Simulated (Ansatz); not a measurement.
Rh (fcc (Cu type), space group No. 225) under volume change, the program Ansatz at the PBE+D3(BJ) level (PAW), scaled uniformly.

```tsv
V (Å³/atom)	E − E(relaxed) (meV/atom)	P (GPa)
12.419	117.9	33.83
12.828	(withheld)	(withheld)
13.238	11.6	9.30
13.647	0.0	0.01
14.057	(withheld)	(withheld)
14.466	38.3	-14.11
14.876	81.3	-19.40
```

Task: Some entries are withheld; supply them.

Result: 
- 12.828, E − E(relaxed) (meV/atom): 49.1
- 12.828, P (GPa): 20.45
- 14.057, E − E(relaxed) (meV/atom): 10.1
- 14.057, P (GPa): -7.70

Task: What does a third-order Birch–Murnaghan fit give for V₀, B₀ and B′?

Result: V₀ = 13.65 Å³/atom, B₀ = 281 GPa, B′ = 5.1.

Space group Fm-3m (fcc (Cu type)). The PBE+D3(BJ) relaxation kept the symmetry of its start. The run is not spin-polarised. The pairwise dispersion correction was not fitted to metals.

Potentials: the earlier of the program's two PAW sets.
